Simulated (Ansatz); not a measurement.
Relaxed-ion elastic tensor of ZnF$_{2}$ (rutile, P4_2/mnm) in GPa (Voigt order), DFT-LDA in the program Ansatz with PAW potentials; density 5.19 g/cm³, 11.03 Å³ per atom.

```
 142   120   110   0.0   0.0   0.0
 120   142   110   0.0   0.0   0.0
 110   110   221   0.0   0.0   0.0
 0.0   0.0   0.0  37.5   0.0   0.0
 0.0   0.0   0.0   0.0  37.5   0.0
 0.0   0.0   0.0   0.0   0.0  91.4
```

### Question
Is the crystal mechanically stable?

### Answer
Yes: the smallest eigenvalue of C is 22.0 GPa.

### Question
Work out the Voigt, Reuss and Hill averages.

### Answer
K_V = 131, K_R = 127, K_H = 129; G_V = 44.3, G_R = 28.0, G_H = 36.1 GPa.

### Question
Give Young's modulus, Poisson's ratio, Pugh's ratio and the universal anisotropy index.

### Answer
E = 9KG/(3K + G) = 99.2 GPa; ν = 0.37; K/G = 3.58 (ductile by the Pugh limit of 1.75); A_U = 5G_V/G_R + K_V/K_R − 6 = 2.95.

### Question
Estimate the sound speeds and the Debye temperature.

### Answer
v_l = √((K + 4G/3)/ρ) = 5850 m/s, v_t = √(G/ρ) = 2640 m/s, mean 2980 m/s; Θ = (h/k)(3n/4πV)^(1/3) v_m = 398 K.

### Question
Solve the Christoffel equation for the three sound speeds along x, y, z.

### Answer
Eigenvalues of C_ijkl n_j n_l equal ρv². In km/s, slowest first: x 2.69, 4.20, 5.23; y 2.69, 4.20, 5.23; z 2.69, 2.69, 6.53.

### Question
How much does each axis shrink under pressure?

### Answer
Linear compressibilities β_i = Σ_j S_ij (j = 1 to 3): x 3.3, y 3.3, z 1.2 per TPa.

The cell was relaxed with LDA under the symmetry of its start; phonons on a q-mesh show no instability.

Potentials: the later of the program's two PAW sets.
